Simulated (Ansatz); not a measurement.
Data:

ZnO2:
```yaml
crystal:
  lattice:
    - [4.87263, 0.00000, 0.00000]
    - [0.00000, 4.87263, 0.00000]
    - [0.00000, 0.00000, 4.87263]
  atoms:
    - { symbol: Zn, position: [0.00000, 0.50000, 0.50000] }
    - { symbol: Zn, position: [0.50000, 0.50000, 0.00000] }
    - { symbol: Zn, position: [0.50000, 0.00000, 0.50000] }
    - { symbol: Zn, position: [0.00000, 0.00000, 0.00000] }
    - { symbol: O, position: [0.41224, 0.08776, 0.91224] }
    - { symbol: O, position: [0.58776, 0.91224, 0.08776] }
    - { symbol: O, position: [0.08776, 0.91224, 0.41224] }
    - { symbol: O, position: [0.91224, 0.08776, 0.58776] }
    - { symbol: O, position: [0.91224, 0.41224, 0.08776] }
    - { symbol: O, position: [0.08776, 0.58776, 0.91224] }
    - { symbol: O, position: [0.58776, 0.58776, 0.58776] }
    - { symbol: O, position: [0.41224, 0.41224, 0.41224] }
```

This is the r²SCAN-relaxed structure.

Task: All from r²SCAN (plane waves, PAW; program Ansatz), unless another level is named. Estimate the electronic dielectric constant ε∞ (DFPT).

Result: 3.79.

Task: Give the Bader charges.

Result: Zn +1.39, O -0.70 e.

Task: And the static dielectric constant ε0 (ions relaxed, cell fixed)?

Result: 9.90.

Space group Pa-3. The first step of the workflow began from a Materials Project structure, measured or hypothetical; the Crystallography Open Database copy checked does not list it. Its standing as an ambient phase is unchecked. The cell was relaxed with r²SCAN under the symmetry of its start; its stability against distortions is not shown here.

Potentials: the later of the program's two PAW sets.
